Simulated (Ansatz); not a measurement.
**LaNb2N2: computed properties**

Level of theory: DFT PBE, scalar-relativistic, plane waves, PAW (Ansatz).

Cutoff 420 eV; k points 12×12×6 on the computed 5-atom cell (Γ-centred); Gaussian smearing, width 0.10 eV; no spin polarisation.

The structure is relaxed at this level of theory with its symmetry kept, and needn't be the ground state of this composition.

Space group P6/mmm (No. 191). a = 4.356 Å, b = 4.356 Å, c = 5.992 Å, α = 90.00°, β = 90.00°, γ = 120.00°
```json
{"atom": "La", "site": "1b", "symmetry": "6/mmm", "x": "0.0000", "y": "0.0000", "z": "0.5000"}
{"atom": "Nb", "site": "2c", "symmetry": "-6m2", "x": "0.3333", "y": "0.6667", "z": "0.0000"}
{"atom": "N", "site": "2e", "symmetry": "6mm", "x": "0.0000", "y": "0.0000", "z": "0.8901"}
```

```json
{
 "Space group": "P6/mmm (No. 191)",
 "Volume per atom": "132.9 bohr³",
 "Formation energy from the elements' standard states (uncorrected)": "+0.524 eV/atom",
 "Kohn–Sham band gap": "none (metal)",
 "Density of states at the Fermi level": "2.7 states/eV per cell",
 "Orbital (Löwdin) character within 0.5 eV of the Fermi level": "Nb 4d 63 %, La 5d 13 %, N 2p 8 %",
 "Bader charge by site (e)": "La (1 in the cell) 1.37, Nb (2 in the cell) 0.22, N (2 in the cell) -0.91"
}
```

Spin-orbit coupling is left out, which matters for the bands of heavy elements. Spin polarisation was left out, and a magnetic state may lie lower.

Another cell of LaNb2N2 relaxed alike, in I4/mmm, lies 1.33 eV/atom lower, so this cell isn't the stable form at this level.

The cell was found from a structure generator's guess, not taken from experiment. Löwdin shares on free-atom orbitals overweight diffuse shells.
